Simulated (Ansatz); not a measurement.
Na2CrO4:
Space group Cmcm (No. 63); a = 5.840 Å, b = 9.151 Å, c = 7.085 Å, α = 90.00°, β = 90.00°, γ = 90.00°

```tsv
atom	site	symmetry	x	y	z
Na	4c	m2m	0.0000	0.1862	0.7500
Na	4b	2/m..	0.0000	0.5000	0.0000
Cr	4c	m2m	0.0000	0.1457	0.2500
O	8f	m..	0.0000	0.2494	0.0630
O	8g	..m	0.2296	0.0404	0.2500
```
(The calculation used a cell of 14 atoms; values per cell refer to that cell.)

Relaxed with r²SCAN.

Tabulate the valence density and the electron localisation function along the shortest Na–Cr contact (3.04 Å), the program Ansatz at the r²SCAN level (PAW).



```tsv
distance from Na (Å)	density (e/Å³)	ELF
0.30	13.11	0.43
0.46	6.49	0.59
0.61	1.99	0.61
0.76	0.46	0.41
0.91	0.17	0.09
1.06	0.09	0.01
1.22	0.07	0.02
1.37	0.09	0.05
1.52	0.12	0.08
1.67	0.16	0.11
1.82	0.21	0.11
1.97	0.30	0.09
2.13	0.49	0.10
2.28	1.23	0.24
2.43	3.41	0.56
2.58	7.75	0.80
2.73	13.98	0.90
```

The density is the valence pseudo-density with augmentation charge, so density and ELF within about 1 Å of a nucleus are not all-electron values.

The workflow started from a Materials Project entry (that database holds measured and hypothetical structures alike); the Crystallography Open Database files this formula in space group No. 63, but the cells were not matched. Its standing as an ambient phase is unchecked. Symmetry was held in the r²SCAN relaxation; whether a distortion lowers the energy is not shown. The run is not spin-polarised. No Hubbard U is applied.

Potentials: the later of the program's two PAW sets.
